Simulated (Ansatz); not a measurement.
KTaO₃: pressure against volume

KTaO₃, Pm-3m, a = 4.024 Å. The structure is a COD entry; whether it is the stable form wasn't checked. Ansatz: PBE, PAW, 420 eV, Γ-centred 8×8×8 mesh on 5 atoms, Gaussian smearing 0.02 eV; no spin polarisation. Symmetry fixes shape and atoms, so the cell is only scaled; pressure is positive in compression.

| V (Å³/atom) | P (GPa) |
| --- | --- |
| 11.471 | ? |
| 11.862 | 21.90 |
| 12.253 | 13.38 |
| 12.644 | 6.14 |
| 13.035 | 0.00 |
| 13.427 | -5.21 |
| 13.818 | -9.62 |
| 14.339 | -14.48 |

Task: Take V0 = 13.035 Å³/atom, fit the third-order Birch–Murnaghan form to the other rows, and predict the missing pressure.

Result: With the Eulerian strain f = ½[(V0/V)^(2/3) − 1] and y = P/[3f(1 + 2f)^(5/2)], the form is the line y = B0 + 1.5 B0 (B0′ − 4) f. Rows (f, y): 0.03244, 192.3; 0.02105, 191.1; 0.01026, 189.6; -0.00978, 186.6; -0.01907, 185.3; -0.03079, 183.8. Means f = 0.0006850, y = 188.12; Σ(Δf)² = 0.003005, ΣΔfΔy = 0.4152; the slope is their ratio. y = 188.0 + 138.2 f GPa, so B0 = 188.0 GPa and B0′ = 4 + 2 × (138.2)/(3 × 188.0) = 4.49. At V = 11.471, f = 0.04447, y = 194.15 and P = 32.05 GPa. The run gave 31.95 GPa, so the fit is 0.10 GPa too high, a small miss on the scale of the series.

Spin–orbit coupling is left out, which can shift energies with elements as heavy as these.

Symmetry holds off the tilts and polar distortions that many cubic perovskites undergo.